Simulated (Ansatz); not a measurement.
Consider the following.

WS2:
```cif
data_S4W2
_chemical_formula_sum 'W2 S4'
_space_group_name_H-M_alt 'P63/mmc'
_space_group_IT_number 194
_space_group_name_Hall '-P 6c 2c'
_cell_length_a 3.12713
_cell_length_b 3.12713
_cell_length_c 12.15764
_cell_angle_alpha 90.000
_cell_angle_beta 90.000
_cell_angle_gamma 120.000
loop_
_atom_site_label
_atom_site_type_symbol
_atom_site_symmetry_multiplicity
_atom_site_Wyckoff_symbol
_atom_site_fract_x
_atom_site_fract_y
_atom_site_fract_z
_atom_site_occupancy
W1 W 2 c 0.33333 0.66667 0.25000 1
S1 S 4 f 0.66667 0.33333 0.12152 1
```

This is the LDA-relaxed structure.

Q: All from the program Ansatz at the LDA level (PAW), unless another level is named. Give the hole effective mass.

A: 0.58, 0.58, 0.81 mₑ (principal values).

Q: Predict the formation energy from the elements (no fitted shifts).

A: -0.95 eV/atom.

Q: What about the valence-band maximum?

A: at Γ.

Space group P6_3/mmc. Symmetry was held in the LDA relaxation. The run is not spin-polarised. A crystal of weakly bound layers computed without a dispersion correction: the cell and the soft elastic constants depend strongly on that. The references are the lowest solids computed at this level, not always the standard phases. Spin–orbit coupling is left out wherever it is not named.

Potentials: the earlier of the program's two PAW sets. The files were generated under PBE; for other functionals the program regenerates the frozen cores, and for LDA and PBEsol the local potential too.

Edges and masses are those of Kohn–Sham bands, whose gap is no quasiparticle gap.
